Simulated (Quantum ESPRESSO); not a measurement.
## Moving one atom in InLi2MgRu4

These are calculations, not measurements. They come from Quantum ESPRESSO 7.5, a public plane-wave density functional program. Each row is one single-point run on a made-up periodic cell of eight metal atoms, with elements, volume, strain and displacements drawn at random and not relaxed, so a cell may be unstable or far from any real phase. There is no spin polarisation or spin-orbit coupling.

Settings: PBE unless stated; PseudoDojo standard norm-conserving files; Fermi-Dirac width 0.25 eV, which means electrons at about 2900 K; cutoff 1143 eV; 8 x 4 x 4 k mesh shifted half a step off Gamma. E is the free energy of the whole cell (internal energy minus TS), so a -TS column is already part of it. Stress is positive in tension, and the pressure P is minus a third of its trace.

Checks: one run of this series was repeated at a higher cutoff and on a denser mesh, which moved values by no more than 0.004 eV, 0.06 GPa and 0.010 eV/Å, and a second program with other atomic files agreed on it to 2 % rms in force and 0.5 GPa in pressure. Known limits: a spin test at this wide smearing found no moment, but such smearing suppresses magnetism that the real alloy may have.

The lattice is hexagonal close-packed, and the cell vectors in Å are (-2.932, 0.000, 0.000); (0.000, 5.078, -4.757); (0.000, -5.078, -4.757), a volume of 141.63 Å³. The elements on sites 1 to 8 are In Ru Li Mg Ru Li Ru Ru. The runs move the Mg atom on site 4 by u along x from its drawn, already displaced place and keep all else fixed. Forces are on that atom, and E is counted from run 4.

```
run    u (Å)  Fx (eV/Å)  Fy (eV/Å)  Fz (eV/Å)  P (GPa)  E (meV)
  1  -0.1412     -0.057      0.193      0.979   -13.16    -21.5
  2  -0.0879          ?          ?          ?        ?        ?
  3  -0.0607     -0.203      0.214      0.980   -13.12    -11.0
  4  -0.0160     -0.281      0.217      0.980   -13.09      0.0
  5   0.0797     -0.440      0.210      0.964   -12.98     34.8
  6   0.0932     -0.463      0.208      0.959   -12.96     40.9
  7   0.1137     -0.503      0.203      0.955   -12.93     50.8
```

## Worked fit

A parabola through the runs shown gives Fx = -0.308 - 1.72 u + 0.3 u² eV/Å, with an error of 0.01 on the linear term and a scatter of 0.003 eV/Å. Minus its integral from run 1 to run 7 is 72 meV, and the table's energies differ by 72 meV.

## Withheld run

Question: what Fx should run 2 give?

The fit gives -0.154 ± 0.004 eV/Å. The calculation gave -0.149 eV/Å.
